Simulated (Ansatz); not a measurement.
Relaxed polymorphs of Ga2O3. Method: PBEsol (plane waves to 420 eV, PAW, scalar-relativistic; Ansatz, a program for electronic structure). One row is withheld; estimate it from its structure type, its coordination and the trend of the others.

```json
[
 {"structure": "C2/m, mS20", "coordination": "–", "E − E(first row) (eV/atom)": "0.000", "V (Å³/atom)": "10.56", "gap (eV, no SOC)": "2.22"},
 {"structure": "P-3m1, hP5", "coordination": "–", "E − E(first row) (eV/atom)": "0.152", "V (Å³/atom)": "10.82", "gap (eV, no SOC)": "2.47"},
 {"structure": "P4/mbm, tP10", "coordination": "–", "E − E(first row) (eV/atom)": "0.77", "V (Å³/atom)": "9.31", "gap (eV, no SOC)": "0.00"},
 {"structure": "R-3c, hR10, corundum type", "coordination": "Ga 6, O 4", "E − E(first row) (eV/atom)": "…", "V (Å³/atom)": "…", "gap (eV, no SOC)": "…"},
 {"structure": "I4/mmm, tI10", "coordination": "–", "E − E(first row) (eV/atom)": "0.157", "V (Å³/atom)": "13.45", "gap (eV, no SOC)": "2.23"}
]
```

### Question
Some entries are withheld; supply them.

### Answer

- R-3c, hR10, corundum type, E − E(first row) (eV/atom): 0.007
- R-3c, hR10, corundum type, V (Å³/atom): 9.71
- R-3c, hR10, corundum type, gap (eV, no SOC): 2.70

The withheld cell: R-3c, hexagonal axes (No. 167), hR10, corundum type; a = b = 5.001 Å, c = 13.450 Å, α = β = 90.00°, γ = 120.00°; Ga 12c (0.000, 0.000, 0.144); O 18e (0.303, 0.303, 0.750). Coordination numbers (neighbours up to the widest gap in distance over summed covalent radii, below 1.35; n+m marks a second, longer set; metal–metal contacts left out).

1 run with a doubtful electronic state, a coarser numerical grid, an end not at rest or a source that can't be used is left out. Each run could gain symmetry but not lose that of its start, so entries can be saddle points. From databases, or of a type measured for this composition: C2/m, mS20; R-3c, hR10, corundum type; the others are generated cells (placed on structure types, drawn at random, substituted or restacked) that were not matched to a known phase here. Static energies at zero pressure. The runs use different k-meshes, so differences are rounded accordingly. No spin polarisation in the result. Gaps of cells over 8 atoms come from the SCF mesh and high-symmetry points alone.
